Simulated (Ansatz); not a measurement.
A free-standing Janus 2H monolayer of RuFBr, relaxed with r2SCAN. The sheet's in-plane cell has a = 3.443 Å, b = 3.443 Å (γ = 120.0°), and its outermost atoms lie 2.66 Å apart along the normal. Around Ru lie 3 Br at 2.37 Å and 3 F at 2.42 Å; around F lie 3 Ru at 2.42 Å; around Br lie 3 Ru at 2.37 Å.

4 runs of Ansatz 0.2.0 on this cell differ in the functional (and in the settings that go with it). Levels are in eV from each run's valence top; v1 is the last filled band, c1 the first empty one.

Run A, mean stress 0.0 N/m (compression positive):
```tsv
point	v4	v3	v2	v1	c1	c2
Γ	-2.75	-0.79	-0.53	-0.53	1.37	1.37
M	-2.97	-1.64	-0.22	-0.16	0.90	1.60
K	-3.16	-1.59	-1.02	0.00	1.47	1.63
M–K (0.44)	-3.02	-1.71	-0.60	0.00	1.18	1.52
M–K (0.20)	-2.98	-1.67	-0.37	-0.06	0.96	1.58
```

Run B, mean stress -3.0 N/m (compression positive):
```tsv
point	v4	v3	v2	v1	c1	c2
Γ	-2.71	-0.73	-0.56	-0.56	1.06	1.06
M	-2.93	-1.63	-0.20	-0.20	0.52	1.28
K	-3.14	-1.70	-0.92	-0.03	1.21	1.25
M–K (0.44)	-2.99	-1.74	-0.58	0.00	0.79	1.23
M–K (0.20)	-2.94	-1.67	-0.38	-0.05	0.57	1.26
```

Run C, mean stress -0.2 N/m (compression positive):
```tsv
point	v4	v3	v2	v1	c1	c2
Γ	-2.83	-0.83	-0.50	-0.50	2.26	2.26
M	-3.02	-1.72	-0.24	-0.14	1.77	2.52
K	-3.21	-1.53	-1.14	0.00	2.29	2.57
M–K (0.44)	-3.07	-1.75	-0.61	-0.01	2.06	2.41
M–K (0.20)	-3.03	-1.73	-0.37	-0.06	1.84	2.49
```

Run D, mean stress +0.1 N/m (compression positive):
```tsv
point	v4	v3	v2	v1	c1	c2
Γ	-2.86	-0.88	-0.48	-0.48	2.67	2.67
M	-3.01	-1.79	-0.27	-0.17	2.16	2.96
K	-3.20	-1.51	-1.22	0.00	2.61	3.00
M–K (0.44)	-3.07	-1.80	-0.63	-0.04	2.44	2.81
M–K (0.20)	-3.02	-1.80	-0.39	-0.10	2.22	2.91
```

**Question.** Match the runs to LDA, r2SCAN, r2SCANh, HSE06.

**Answer.** A is r2SCAN, B is LDA, C is r2SCANh, D is HSE06. In order of the gap: LDA 0.52, r2SCAN 0.90, r2SCANh 1.76, HSE06 2.09 eV.

Values at 0 K without nuclear motion; spin polarisation is off, and the phase may be a hypothetical one.

Spin-orbit coupling is left out.

The program warns that its thresholds are loose for a hybrid's stress.

Where an edge lies off the special points, it is a point of the mesh or the k point where a search put PBE's edge or least direct gap, reused for the other functionals, whose own edges may lie a little apart.

The meshes of the hybrids are coarse, so their gaps aren't converged to the digits shown.

For some runs the program warns that the potential is rough where the density is thin, which bears on empty states near the vacuum.
